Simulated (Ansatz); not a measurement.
**Clamped-ion strain scan in SnSe$_{2}$**

All numbers below come from DFT r2SCAN, scalar-relativistic, plane waves, PAW (Ansatz 0.2.0). Settings: plane waves to 500 eV, k-mesh 9×9×6 (Γ-centred), Gaussian smearing 0.05 eV. No spin polarisation. Energies are free energies at this smearing, counted from the undisturbed cell; pressure is positive in compression.

The starting cell (as given, not relaxed at this level; it stands at 3.3 GPa):

```
Sn Se
1.0
     3.81100    0.00000    0.00000
    -1.90550    3.30042    0.00000
     0.00000    0.00000    6.13700
Sn Se
1 2
Direct
  0.00000 0.00000 0.00000
  0.33333 0.66667 0.25000
  0.66667 0.33333 0.75000
```

The cell holds layers and no dispersion correction was added, so their binding is poorly described.

The cell is strained by ε times the Voigt pattern (0, 0, 1, 0, 0, 0) (xx, yy, zz, yz, xz, xy; engineering shear) with fractional coordinates fixed.

| ε | ΔE (meV/atom) | stress summed along the pattern (GPa, tension positive) | pressure (GPa) |
| --- | --- | --- | --- |
| -0.0400 | 42.8 | -9.21 | 6.8 |
| -0.0200 | 17.3 | -6.64 | 5.0 |
| 0.0000 | 0.0 | -4.18 | 3.3 |
| 0.0100 | -5.7 | -2.99 | 2.5 |
| 0.0300 | -11.6 | -0.70 | 1.1 |